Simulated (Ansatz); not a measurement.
# Is this Be3As2 structure a true minimum?

The cell was found from a structure generator's guess, not taken from experiment.

Theory: Ansatz, DFT PBE, scalar-relativistic, plane waves, PAW. Cutoff 420 eV; k points 12×12×6 on the computed 5-atom cell (Γ-centred); Gaussian smearing, width 0.10 eV; no spin polarisation.

The cell below (5 atoms, space group P-3m1 (No. 164)) is relaxed within its symmetry.

```
CELL_PARAMETERS angstrom
3.62806 0.00000 0.00000
-1.81403 3.14199 0.00000
0.00000 0.00000 6.01499
ATOMIC_POSITIONS crystal
Be 0.66667 0.33333 0.89154
Be 0.00000 0.00000 0.50000
Be 0.33333 0.66667 0.10846
As 0.33333 0.66667 0.73215
As 0.66667 0.33333 0.26785
```

For the test a repeat of it with 10 atoms (edges 3.63, 6.01, 6.28 Å) was strained at random (σ = 1.5 % a component), the atoms were moved at random (σ = 0.15 Å), and all was relaxed again on a coarse 6×4×4 mesh (in the run’s order of axes) with 0.20 eV smearing, with no symmetry imposed.

Task: Does it come back?

Result: It doesn't return. The energy falls by 123 meV/atom on that mesh, the volume changes by 5.0 %, and the end has space group C2 (No. 5) at a loose tolerance. Relaxed again on a 10×10×6 mesh with 0.02 eV smearing, the new structure lies 122 meV/atom below the first (mesh in the axes of the run's cell; the cell below is made exact in the group named). Space group C2 (No. 5), monoclinic, a = 6.186 Å, b = 3.947 Å, c = 6.027 Å, β = 102.0°. Be on a site of symmetry 1 is surrounded by 3 As at 2.24–2.30 Å, 4 Be at 2.42–2.65 Å and 1 As at 2.45 Å; Be on a site of symmetry 2 has 4 As at 2.30–2.34 Å and 2 Be at 2.42 Å; around As lie 6 Be at 2.24–2.45 Å.

```yaml
crystal:
  lattice:
    - [3.09290, -1.97366, 0.00000]
    - [3.09290, 1.97366, 0.00000]
    - [-1.24991, 0.00000, 5.89598]
  atoms:
    - { symbol: Be, position: [0.68703, 0.59964, 0.37637] }
    - { symbol: Be, position: [0.76457, 0.23543, 0.00000] }
    - { symbol: Be, position: [0.40036, 0.31297, 0.62363] }
    - { symbol: As, position: [0.34316, 0.19496, 0.23569] }
    - { symbol: As, position: [0.80504, 0.65684, 0.76431] }
```
